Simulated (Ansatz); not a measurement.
MnSe (F-43m), clamped-ion strain scan

The calculation used Ansatz 0.2.0, DFT PBEsol, scalar-relativistic, plane waves, PAW. Settings: plane waves to 420 eV, k-mesh 14×14×14 (Γ-centred), Gaussian smearing 0.15 eV. Collinear spins, started from moments 4.6, 0.0 μB in atom order; the magnetic state may not be the lowest. Energies are free energies at this smearing, counted from the undisturbed cell; pressure is positive in compression.

Reference structure (as given, not relaxed at this level; it stands at -0.3 GPa; this zinc-blende form isn't the usual structure):

```yaml
crystal:
  lattice:
    - [0.00000, 2.91000, 2.91000]
    - [2.91000, 0.00000, 2.91000]
    - [2.91000, 2.91000, 0.00000]
  atoms:
    - { symbol: Mn, position: [0.00000, 0.00000, 0.00000] }
    - { symbol: Se, position: [0.75000, 0.75000, 0.75000] }
```

The cell is strained by ε times the Voigt pattern (0, 0, 1, 0, 0, 0) (xx, yy, zz, yz, xz, xy; engineering shear) with fractional coordinates fixed. The cell is metallic on the mesh throughout.

```csv
ε,ΔE (meV/atom),"stress summed along the pattern (GPa, tension positive)",pressure (GPa),moment (μB/cell)
-0.0600,10.6,-2.57,2.1,4.70
-0.0300,2.0,-1.16,0.9,4.80
0.0000,0.0,0.30,-0.3,4.87
0.0150,1.6,1.07,-0.9,4.90
0.0450,10.1,2.66,-2.1,4.95
0.0600,?,3.50,-2.7,?
```

(1) Give the withheld values.

Results:

(1) ΔE (meV/atom) at ε = 0.0600: 17.2; moment (μB/cell) at ε = 0.0600: 4.97.